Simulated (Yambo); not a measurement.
G0W0@PBEsol for CdZnS$_{2}$ (space group P-4m2, No. 115) in Yambo. Reference settings: 4×4×2 Γ-centred k mesh, bands 9 to 173 and a 8 Ry block in the screening, 173 bands in G with the Bruneval-Gonze terminator, plasmon pole fitted at 27.2 eV. The PBEsol gap Γ → Γ on this mesh is 1.38 eV; G0W0 gaps are taken between the same points.

```
change from the reference       G0W0 gap Γ → Γ (eV)  shift of the valence edge (eV)
------------------------------  -------------------  ------------------------------
reference settings                             2.60                           -0.86
114 bands in G                                 2.60                           -0.85
pole fitted at 40 eV                           2.61                           -0.92
114 bands in W, 114 bands in G                 2.62                           -0.78
70 bands in W, 70 bands in G                    ___                           -0.65
70 bands in G, no terminator                   2.49                           -0.38
2×2×2 mesh                                     2.49                           -0.76
3 Ry block                                     2.45                           -0.57
```

### Question
Estimate the withheld gaps from the other rows; the computed values follow.

### Answer

- 70 bands in W, 70 bands in G, G0W0 gap Γ → Γ (eV): 2.68

The reference isn't shown to be the converged limit.

Spin-orbit coupling is not included.

Geometry relaxed with PBEsol; primitive cell a = 3.928 Å, b = 3.928 Å, c = 5.652 Å, α = 90.00°, β = 90.00°, γ = 90.00°.

The structure is a Materials Project entry; no match was found in the copy of COD used, and its stability was not checked.

A shift is the quasiparticle energy of the state minus its PBEsol energy.
